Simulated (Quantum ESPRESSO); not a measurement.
Kohn-Sham bands of SnS2 (I-42d)

```
SnS2
1.0
    5.92650     0.00000     0.00000
    0.00000     5.92650     0.00000
   -2.96325    -2.96325     4.91112
Sn S
2 4
Cartesian
  0.00000  -2.96325   2.45556
  0.00000   0.00000   0.00000
 -1.45045  -1.48162   1.22778
 -1.48162   1.45045  -1.22778
  1.45045   1.48162   1.22778
  1.48162  -1.45045  -1.22778
```

Materials Project entry mp-1002063; symmetrised, unrelaxed at this level. Not found in the COD (Crystallography Open Database) copy used, which has the formula in other groups; not checked further. Computed values, not measurements, from PBEsol: Quantum ESPRESSO (norm-conserving PseudoDojo potentials, cutoff 58 Ry, spinors with spin-orbit coupling) on a Γ-centred 4×4×4 mesh, then Wannier90. Density: 6×6×6 mesh, cold smearing 0.01 Ry.

### Question
List the Kohn-Sham levels between −8 and 4.8 eV relative to the valence-band maximum at the high-symmetry points, as a band run of pw.x on that density gives them (levels within 2 meV counted together).

### Answer
```csv
point,k (reciprocal lattice),levels (eV)
Γ,0.000 0.000 0.000,"-7.41 (×2), -4.61 (×2), -3.88 (×2), -3.73 (×2), -3.01 (×2), -2.73 (×2), -1.45 (×2), -1.41 (×2), -1.38 (×2), -0.29 (×2), -0.25 (×2), 0.00 (×2), 1.84 (×2), 3.02 (×2), 3.24 (×2)"
X,0.500 -0.500 0.000,"-6.35 (×2), -6.34 (×2), -3.28 (×2), -3.18 (×2), -2.53 (×4), -1.64 (×2), -1.59 (×2), -0.65 (×2), -0.62 (×2), -0.18 (×2), -0.18 (×2), 2.46 (×2), 2.48 (×2), 4.42 (×2), 4.53 (×2)"
P,0.500 -0.500 0.250,"-6.34 (×2), -6.31, -6.31, -3.57, -3.46 (×2), -3.43, -2.02, -1.99 (×2), -1.98, -1.88 (×2), -1.88, -1.84, -0.51 (×3), -0.48, -0.40 (×3), -0.39, 2.55 (×3), 2.58, 4.43, 4.45, 4.46 (×2)"
N,0.000 -0.500 0.500,"-6.84 (×2), -5.40 (×2), -3.78 (×2), -3.20 (×2), -2.36 (×2), -2.17 (×2), -2.05 (×2), -1.83 (×2), -0.85 (×2), -0.73 (×2), -0.47 (×2), -0.22 (×2), 2.78 (×2), 3.02 (×2), 4.37 (×2), 4.55 (×2)"
M,0.000 0.000 0.500,"-6.15 (×4), -3.11 (×4), -1.88 (×4), -1.67 (×4), -1.44 (×4), -0.37 (×4), 2.62 (×4), 3.34 (×4), 4.65 (×4)"
S,0.000 -0.318 0.659,"-6.47, -6.46, -5.81, -5.79, -3.45, -3.42, -3.10, -3.02, -2.46, -2.41, -2.30, -2.28, -1.80, -1.73, -1.69, -1.67, -1.19, -1.17, -0.64, -0.62, -0.61, -0.60, -0.13, -0.12, 2.65, 2.68, 2.95, 2.95, 3.54, 3.55, 4.20, 4.24"
S_0,0.000 -0.682 0.341,"-6.47, -6.46, -5.81, -5.79, -3.45, -3.42, -3.10, -3.02, -2.46, -2.41, -2.30, -2.28, -1.80, -1.73, -1.69, -1.67, -1.19, -1.17, -0.64, -0.62, -0.61, -0.60, -0.13, -0.12, 2.65, 2.68, 2.95, 2.95, 3.54, 3.55, 4.20, 4.24"
R,0.318 -0.682 0.182,"-6.24 (×2), -6.23 (×2), -3.31 (×2), -3.21 (×2), -2.47 (×2), -2.40 (×2), -1.74 (×2), -1.66 (×2), -0.76 (×2), -0.73 (×2), -0.28 (×2), -0.27 (×2), 2.64 (×2), 2.66 (×2), 4.33 (×2), 4.43 (×2)"
G,0.318 -0.318 0.500,"-6.24 (×2), -6.23 (×2), -3.31 (×2), -3.21 (×2), -2.47 (×2), -2.40 (×2), -1.74 (×2), -1.66 (×2), -0.76 (×2), -0.73 (×2), -0.28 (×2), -0.27 (×2), 2.64 (×2), 2.66 (×2), 4.33 (×2), 4.43 (×2)"
```
